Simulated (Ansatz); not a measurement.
## NbSN: a fit and a missing row

NbSN, P4/nmm, a = 3.575 Å, c = 6.092 Å. The structure is a Materials Project entry; whether it is the stable form wasn't checked. Ansatz: PBE, PAW, 420 eV, Γ-centred 10×10×6 mesh on 6 atoms, Gaussian smearing 0.10 eV; no spin polarisation. Shape and atoms are relaxed at each volume; pressure is positive in compression.

```
V (Å³/atom) P (GPa)
     11.419    32.22
     11.808    22.13
     12.197    13.53
     12.587     6.21
     12.976    -0.03
     13.365    -5.34
     13.754    -9.82
     14.273        ?
```

Problem. Take V0 = 12.976 Å³/atom, count pressures from its P0 = -0.03 GPa, fit the third-order Birch–Murnaghan form to the other rows, and predict the missing pressure.

Solution. With the Eulerian strain f = ½[(V0/V)^(2/3) − 1] and y = (P − P0)/[3f(1 + 2f)^(5/2)], the form is the line y = B0 + 1.5 B0 (B0′ − 4) f. Rows (f, y): 0.04448, 195.3; 0.03245, 194.5; 0.02107, 193.5; 0.01025, 192.9; -0.00975, 190.7; -0.01904, 188.9. Means f = 0.01324, y = 192.63; Σ(Δf)² = 0.002986, ΣΔfΔy = 0.2901; the slope is their ratio. y = 191.3 + 97.17 f GPa, so B0 = 191.3 GPa and B0′ = 4 + 2 × (97.17)/(3 × 191.3) = 4.34. At V = 14.273, f = -0.03077, y = 188.31 and P = -14.86 GPa. The run gave -14.71 GPa, so the fit is 0.15 GPa too low, a small miss on the scale of the series. The form still works here, 22 % of the fitted range beyond its end.

Cost: 8 runs of about 6.9 core-minutes in all, on Arm Neoverse V2 (shared hosts).